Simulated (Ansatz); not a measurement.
## Hf4Br: start and end of a relaxation

The cell of Hf4Br is invented: random cell by space group and Wyckoff sites (P4/mmm, No. 123). Lengths were set from tabulated atomic sizes, so they are only a guess.

POSCAR.start

```
Hf Br
1.0
     5.51935    0.00000    0.00000
     0.00000    5.51935    0.00000
     0.00000    0.00000    6.33159
Hf Br
4 1
Direct
  0.00000 0.00000 0.50000
  0.50000 0.50000 0.00000
  0.50000 0.50000 0.68594
  0.50000 0.50000 0.31406
  0.00000 0.00000 0.00000
```

Level of theory: DFT PBE, scalar-relativistic, plane waves, PAW in Ansatz 0.2.0. Cutoff 420 eV, Gaussian smearing, Γ-centred meshes. Cell and atoms relax first on a coarse mesh and then on a finer one. In between, the cell is made exact in the group found at 0.06 Å. In metals the finer mesh still leaves noise of several meV/atom or more. The steps can't lower the symmetry of their start. No spin polarisation.

POSCAR.end

```
Hf Br
1.0
     3.66881    0.00000    0.00000
     0.00000    3.66881    0.00000
     0.00000    0.00000    9.38634
Hf Br
4 1
Direct
  0.00000 0.00000 0.50000
  0.50000 0.50000 0.00000
  0.50000 0.50000 0.67140
  0.50000 0.50000 0.32860
  0.00000 0.00000 0.00000
```

The symmetry stays P4/mmm (No. 123). The volume per atom shrinks by 34.5 %, from 38.6 to 25.3 Å³. The shortest distance goes from 1.99 Å (Hf–Hf) to 2.59 Å (Hf–Br). The ratio c/a of the conventional cell changes by a factor of 2.23. The energy falls by about 3.0 eV/atom (the start's value is from the coarse mesh).

- Volume per atom: 25.27 Å³
- Density: 10.43 g/cm³
- Energy over the elements: +0.61 eV/atom
- Gap on the 10×10×4 mesh of the 5-atom cell: 0 eV (a metal)

Formation energies are uncorrected and refer to the elements' standard structures at the same level. The references include crystalline Br. A positive value: parting into the elements would lower its energy.

The last run used Gaussian smearing of 0.10 eV. Spin–orbit coupling, which can matter for Hf, is left out. The cell is a metal run without spin; a magnetic state may lie lower. The reference form of Br is held partly by dispersion forces, which this level lacks. A structure relaxed within its symmetry needn't be a true minimum. In all, the 4 runs took 19 min on 1 thread of Intel(R) Xeon(R) Processor @ 2.50GHz (Skylake/Cascade Lake) (shared host). Another cell of Hf4Br relaxed alike, in Cmmm, lies 0.52 eV/atom lower, so this cell isn't the stable form at this level.
